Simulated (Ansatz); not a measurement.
## Migration of Ag in Si

All numbers below come from DFT PBE, scalar-relativistic, plane waves, PAW in Ansatz 0.2.0. (420 eV cutoff, 2×2×2 k-mesh, Gaussian smearing of 0.02 eV, no spin polarisation)

Host crystal, relaxed:

```
CELL_PARAMETERS angstrom
0.00000 2.73505 2.73505
2.73505 0.00000 2.73505
2.73505 2.73505 0.00000
ATOMIC_POSITIONS crystal
Si 0.75000 0.75000 0.75000
Si 0.50000 0.50000 0.50000
```

In a supercell of 16 host sites with charge +1, interstitial Ag hops to an equivalent place, moving 2.19 Å between the relaxed ends. Climbing-image nudged elastic band at fixed cell with images 0 (start) to 4 (end), the path measured over all atoms, converged to 0.05 eV/Å; the order of the saddle wasn't checked, and the small cell leaves errors of about a tenth of an eV.

Supercell rows in host cell vectors: 0 -2 2; 0 0 2; -2 0 2. Ag was set at (0.000, 0.000, 0.000) of the host cell.

At the relaxed start Ag has 1 Si at 2.42 Å, 2 Si at 2.47 Å, 1 Si at 2.48 Å, 1 Si at 2.64 Å, 1 Si at 2.66 Å, 1 Si at 2.68 Å, 1 Si at 2.92 Å, 1 Si at 2.94 Å, 1 Si at 2.96 Å.

Problem. How high is the barrier, and where does the atom pass?

Solution. 0.11 eV at image 2, where Ag has 1 Si at 2.42 Å, 1 Si at 2.43 Å, 4 Si at 2.46 Å.

Cost: 1 run of about 1.8 core-minutes, on Intel Xeon Platinum 8488C (Sapphire Rapids) (shared hosts).